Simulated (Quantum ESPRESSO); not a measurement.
Parts of the isotropic shielding in MgSe, by GIPAW with PBE in a modified build of Quantum ESPRESSO, on JTH PAW datasets, 20 Ha, k-mesh 6×6×6 shifted:

```yaml
crystal:
  lattice:
    - [0.00000, 2.72550, 2.72550]
    - [2.72550, 0.00000, 2.72550]
    - [2.72550, 2.72550, 0.00000]
  atoms:
    - { symbol: Mg, position: [0.00000, 0.00000, 0.00000] }
    - { symbol: Se, position: [0.50000, 0.50000, 0.50000] }
```
The cell was made here from an entry of the Crystallography Open Database (unchecked): atoms relaxed with PBE in the measured cell (PBE without dispersion, pw.x of Quantum ESPRESSO, symmetry kept).  Stability against distortions was not tested.

The core term is that of the free atom's frozen core; the paramagnetic column sums the reconstruction terms. Shieldings are absolute and leave out the bulk-susceptibility term; a larger σ means a smaller chemical shift. In our sweeps, cutoffs and meshes of this size left a few ppm, and up to some 20 ppm on atoms from Zn on. Spin–orbit coupling is left out; its weight grows with the heaviest atom, Se here. No d partial waves on Mg, Se: the paramagnetic term there is incompletely reconstructed. The structure is static (0 K, no zero-point motion).

```
site           core  bare (smooth current)  diamagnetic correction  paramagnetic corrections  σ_iso (ppm)
-----------  ------  ---------------------  ----------------------  ------------------------  -----------
Mg (atom 1)   412.8                   23.2                   250.0                       ___          ___
Se (atom 2)  2991.5                   35.2                    -6.1                       ___          ___
```

What belongs in the gaps?


- Mg (atom 1), paramagnetic corrections: -118.6
- Mg (atom 1), σ_iso (ppm): 567.4
- Se (atom 2), paramagnetic corrections: -1186.8
- Se (atom 2), σ_iso (ppm): 1833.7
